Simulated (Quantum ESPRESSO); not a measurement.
Parts of the isotropic shielding in Be2C, by PBE GIPAW (a modified build of Quantum ESPRESSO, JTH PAW datasets), 20 Ha, k-mesh 10×10×10 shifted:

```xyz
3
Lattice="0.0000 2.1623 2.1623 2.1623 0.0000 2.1623 2.1623 2.1623 0.0000" Properties=species:S:1:pos:R:3 pbc="T T T"
Be     3.2434     3.2434     3.2434
Be     1.0811     1.0811     1.0811
C      0.0000     0.0000     0.0000
```
The cell comes from the Materials Project (a computed structure). It is Be2C in Fm-3m; whether this form has been observed was not checked. Stability against distortions was not tested.

The core term is that of the free atom's frozen core; the paramagnetic column sums the reconstruction terms. These are absolute shieldings with no macroscopic susceptibility term; δ = σ_ref − σ needs a reference computed alike. By our sweeps, such settings leave a few ppm in absolute σ.

```json
[
 {"site": "Be (atoms 1, 2)", "core": "0.0", "bare (smooth current)": "-9.5", "diamagnetic correction": "113.5", "paramagnetic corrections": "?", "σ_iso (ppm)": "?"},
 {"site": "C (atom 3)", "core": "200.5", "bare (smooth current)": "45.6", "diamagnetic correction": "7.1", "paramagnetic corrections": "?", "σ_iso (ppm)": "?"}
]
```

What belongs in the gaps?


- Be (atoms 1, 2), paramagnetic corrections: -13.5
- Be (atoms 1, 2), σ_iso (ppm): 90.6
- C (atom 3), paramagnetic corrections: -19.7
- C (atom 3), σ_iso (ppm): 233.5
